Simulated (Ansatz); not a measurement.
Tl:
```cif
data_Tl2
_chemical_formula_sum 'Tl2'
_space_group_name_H-M_alt 'P63/mmc'
_space_group_IT_number 194
_space_group_name_Hall '-P 6c 2c'
_cell_length_a 3.52213
_cell_length_b 3.52213
_cell_length_c 5.59747
_cell_angle_alpha 90.000
_cell_angle_beta 90.000
_cell_angle_gamma 120.000
loop_
_atom_site_label
_atom_site_type_symbol
_atom_site_symmetry_multiplicity
_atom_site_Wyckoff_symbol
_atom_site_fract_x
_atom_site_fract_y
_atom_site_fract_z
_atom_site_occupancy
Tl1 Tl 2 d 0.66667 0.33333 0.25000 1
```

Relaxed with r²SCAN.

Task: Which orbitals make up the states near the Fermi level in r²SCAN in the plane-wave PAW code Ansatz?

Result: Within 0.5 eV of the Fermi level: Tl 6p 78 %, Tl 6s 20 %. Projections are on Löwdin-orthogonalised atomic valence shells; empty p or d shells of many metals are not among them.

Task: Tabulate the density of states.

Result: States/eV per cell of 2 atoms, in 0.25 eV bins, energy from the Fermi level.

| E (eV) | total | Tl 6p | Tl 6s | Tl 5d |
|---|---|---|---|---|
| -7.85 | 0.49 | 0.21 | 0.27 | 0.01 |
| -7.60 | 0.53 | 0.22 | 0.29 | 0.01 |
| -7.35 | 0.56 | 0.23 | 0.31 | 0.01 |
| -7.10 | 0.60 | 0.24 | 0.34 | 0.02 |
| -6.85 | 0.64 | 0.25 | 0.38 | 0.02 |
| -6.60 | 0.69 | 0.25 | 0.42 | 0.02 |
| -6.35 | 0.76 | 0.26 | 0.48 | 0.02 |
| -6.10 | 0.89 | 0.27 | 0.60 | 0.02 |
| -5.85 | 0.92 | 0.25 | 0.64 | 0.02 |
| -5.60 | 0.90 | 0.22 | 0.66 | 0.02 |
| -5.35 | 0.93 | 0.19 | 0.71 | 0.02 |
| -5.10 | 0.88 | 0.16 | 0.70 | 0.02 |
| -4.85 | 0.97 | 0.15 | 0.80 | 0.02 |
| -4.60 | 1.69 | 0.25 | 1.40 | 0.03 |
| -4.35 | 1.31 | 0.13 | 1.15 | 0.02 |
| -4.10 | 0.55 | 0.04 | 0.51 | 0.00 |
| -3.85 | 0.00 | 0.00 | 0.00 | 0.00 |
| -3.60 | 0.00 | 0.00 | 0.00 | 0.00 |
| -3.35 | 0.00 | 0.00 | 0.00 | 0.00 |
| -3.10 | 0.00 | 0.00 | 0.00 | 0.00 |
| -2.85 | 0.00 | 0.00 | 0.00 | 0.00 |
| -2.60 | 0.01 | 0.01 | 0.00 | 0.00 |
| -2.35 | 0.10 | 0.09 | 0.00 | 0.00 |
| -2.10 | 0.31 | 0.29 | 0.02 | 0.00 |
| -1.85 | 0.46 | 0.42 | 0.03 | 0.00 |
| -1.60 | 0.63 | 0.56 | 0.06 | 0.01 |
| -1.35 | 0.80 | 0.69 | 0.09 | 0.01 |
| -1.10 | 1.18 | 1.02 | 0.14 | 0.01 |
| -0.85 | 1.49 | 1.25 | 0.20 | 0.02 |
| -0.60 | 1.14 | 0.95 | 0.16 | 0.01 |
| -0.35 | 1.01 | 0.81 | 0.18 | 0.01 |
| -0.10 | 0.85 | 0.65 | 0.18 | 0.01 |
| 0.15 | 0.80 | 0.60 | 0.18 | 0.01 |
| 0.40 | 0.90 | 0.69 | 0.18 | 0.01 |
| 0.65 | 1.06 | 0.83 | 0.20 | 0.01 |
| 0.90 | 1.10 | 0.86 | 0.21 | 0.01 |
| 1.15 | 0.86 | 0.67 | 0.16 | 0.01 |
| 1.40 | 1.03 | 0.84 | 0.16 | 0.01 |
| 1.65 | 1.19 | 0.98 | 0.17 | 0.01 |
| 1.90 | 1.05 | 0.85 | 0.16 | 0.01 |
| 2.15 | 0.93 | 0.75 | 0.14 | 0.01 |
| 2.40 | 0.96 | 0.79 | 0.13 | 0.01 |
| 2.65 | 1.15 | 0.94 | 0.16 | 0.01 |
| 2.90 | 1.05 | 0.88 | 0.12 | 0.01 |
| 3.15 | 1.00 | 0.85 | 0.10 | 0.01 |
| 3.40 | 1.05 | 0.89 | 0.10 | 0.01 |
| 3.65 | 1.09 | 0.94 | 0.09 | 0.01 |
| 3.90 | 1.23 | 1.06 | 0.09 | 0.01 |
| 4.15 | 1.38 | 1.17 | 0.11 | 0.01 |
| 4.40 | 1.35 | 1.16 | 0.09 | 0.01 |
| 4.65 | 1.29 | 1.11 | 0.08 | 0.01 |

Space group P6_3/mmc (hcp (Mg type)). The cell was relaxed with r²SCAN under the symmetry of its start. Spin–orbit coupling is left out wherever it is not named.

Potentials: the later of the program's two PAW sets.
